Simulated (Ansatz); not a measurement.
BN (zinc blende)

```
BN
1.0
    0.00000     1.81236     1.81236
    1.81236     0.00000     1.81236
    1.81236     1.81236     0.00000
N B
1 1
Direct
  0.75000   0.75000   0.75000
  0.00000   0.00000   0.00000
```

A phonon eigenvector at Γ is frozen into this cell: atom i moves by Q times the vector below, so Q is the largest atomic displacement, in Å. The cell is held. It is one choice among 3 degenerate patterns.

| atom | x | y | z |
|---|---|---|---|
| N1 | 0.000 | 0.000 | -0.772 |
| B2 | 0.000 | 0.000 | 1.000 |

The numbers are results of PBE (plane waves to 420 eV, PAW, scalar-relativistic; Ansatz, a first-principles code), not measurements. k mesh 16×16×16 (Γ-centred), Fermi-Dirac smearing 0.05 eV. BN was relaxed with its symmetry unable to fall.

At one point of the scan the forces (eV/Å) are:

```csv
atom,Fx,Fy,Fz
N1,0.000,0.000,-1.249
B2,0.000,0.000,1.249
```

**Question.** Which point is it?
A) Q = -0.150 Å
B) Q = -0.180 Å
C) Q = -0.120 Å
D) Q = -0.030 Å

**Answer.** D, Q = -0.030 Å

(A displaced cell: forces are minus the slopes of the energy, force constants its curvatures, and phonons follow from these.)
